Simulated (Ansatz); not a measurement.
Au:
```
CELL_PARAMETERS angstrom
      2.90392     0.00000     0.00000
     -1.45196     2.51487     0.00000
      0.00000     0.00000     9.61562
ATOMIC_POSITIONS crystal
  Au 0.66667 0.33333 0.75000
  Au 0.00000 0.00000 0.00000
  Au 0.33333 0.66667 0.25000
  Au 0.00000 0.00000 0.50000
```

Relaxed with r²SCAN. Special points in fractions of this cell's reciprocal vectors: Γ (0.000, 0.000, 0.000); M (0.500, 0.000, 0.000); K (0.333, 0.333, 0.000); A (0.000, 0.000, 0.500); L (0.500, 0.000, 0.500); H (0.333, 0.333, 0.500).

Q: List the band energies nearest the Fermi level at these points for the program Ansatz at the r²SCAN with spin–orbit coupling level (PAW).

A: In eV from the Fermi level; about four levels below and three above (degenerate sets whole), none deeper than 8.9 eV; points with the same levels are listed once.

```tsv
k	below	above
Γ	-1.78 -1.78 -0.84 -0.84	2.93 2.93 11.05 11.05
M	-1.22 -1.22 -0.38 -0.38	0.38 0.38 1.19 1.19
K	-2.23 -2.23 -2.18 -2.18	2.36 2.36 2.79 2.79
A	-2.01 -2.01 -2.01 -2.01	6.14 6.14 6.14 6.14
L	-1.66 -1.66 -1.66 -1.66	0.40 0.40 0.40 0.40
H	-2.11 -2.11 -2.09 -2.09	2.86 2.86 2.90 2.90
```

Space group P6_3/mmc (dhcp (α-La type)). The start of the workflow was typed in or built on a structure type; the Crystallography Open Database files this formula in space group No. 194, but the cells were not matched. It is not the phase usual at ambient conditions (space group No. 225). The cell was relaxed with r²SCAN under the symmetry of its start; whether a distortion lowers the energy is not shown.

Potentials: the earlier of the program's two PAW sets.
